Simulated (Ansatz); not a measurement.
## Formation energy of ZrOs

```
Zr Os
1.0
     3.24706    0.00000    0.00000
     0.00000    3.24706    0.00000
     0.00000    0.00000    3.24706
Zr Os
1 1
Cartesian
  1.6235 1.6235 1.6235
  0.0000 0.0000 0.0000
```

The cell comes from a relaxation on PAW files under the same functional, begun from a database entry that needn't be the ground state.

Level of theory: DFT with PBEsol, scalar-relativistic, in Ansatz 0.2.0; a Γ-centred 13×13×13 k mesh, Fermi–Dirac smearing of 0.05 eV, no spin polarisation. LAPW: all electrons, basis error target 0.5 meV/atom; PAW: frozen-core files, cutoff 420 eV.

The elements are taken as Os hcp, Zr hcp, each relaxed on PAW files under the same functional and computed by the same method as the compound; zero-point and thermal terms are left out.

Spin–orbit coupling is left out, which matters for the heavy atoms. The PAW files were made under PBE.

Problem. What is the formation energy by LAPW, and how far do the other methods lie from it?

Solution. -0.524 eV/atom; PAW +0.4 meV/atom. The compound is bound against these elements; other compounds of the system weren't compared.

Problem. Give the LAPW value for one formula unit in kJ/mol.

Solution. -0.524 eV/atom × 2 atoms × 96.485 kJ/(mol·eV) = -101.1 kJ/mol, at zero temperature and without zero-point motion.
